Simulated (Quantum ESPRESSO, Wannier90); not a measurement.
## Wannier functions of CaPbF$_{6}$ (Fm-3m)

```
CELL_PARAMETERS angstrom
      0.00000     4.31698     4.31698
      4.31698     0.00000     4.31698
      4.31698     4.31698     0.00000
ATOMIC_POSITIONS crystal
  Ca 0.50000 0.50000 0.50000
  Pb 0.00000 0.00000 0.00000
  F  0.76012 0.76012 0.23988
  F  0.23988 0.23988 0.76012
  F  0.23988 0.76012 0.76012
  F  0.76012 0.23988 0.23988
  F  0.76012 0.23988 0.76012
  F  0.23988 0.76012 0.23988
```

Structure: Materials Project mp-20463, symmetrised, not relaxed again. COD (Crystallography Open Database) has an entry of this formula and space group (matched by these alone). Level: PBEsol, no spin polarisation, no spin-orbit coupling; pw.x of Quantum ESPRESSO at 68 Ry with PseudoDojo potentials, 6×6×6 k-points, Wannier90. Density: 6×6×6 mesh, cold smearing 0.01 Ry. Spin-orbit coupling is left out although heavy elements are present.

postw90 (berry_task = kubo; independent particles, width 0.1 eV, no gap correction, excitons or local fields) prints σ_xx for one spin direction:

| ħω (eV) | Re σ (S/cm) | Im σ (S/cm) |
|---|---|---|
| 0.10 | 0 | -5 |
| 4.65 | 684 | -214 |
| 6.60 | 2160 | -560 |

Work out the dielectric function, refractive index, reflectivity and absorption coefficient at these energies.

ε = 1 + iσ/(ε0 ω), so ε₂ = Re σ/(ε0 ω) and ε₁ = 1 − Im σ/(ε0 ω); ε0 ω = 134.5 S/cm × ħω in eV, and σ is doubled for both spins.
- 0.10 eV: ε₁ = 1.7, ε₂ = 0.0; n + ik = √ε = 1.32 + 0.00i; R = 2 %
- 4.65 eV: ε₁ = 1.7, ε₂ = 2.2; n + ik = √ε = 1.49 + 0.73i; R = 12 %; α = 2ωk/c = 350000 cm⁻¹
- 6.60 eV: ε₁ = 2.3, ε₂ = 4.9; n + ik = √ε = 1.95 + 1.25i; R = 24 %; α = 2ωk/c = 830000 cm⁻¹
The model holds its own bands alone, so ε₁ lacks the part of higher transitions, and near sharp peaks it hangs on the broadening.
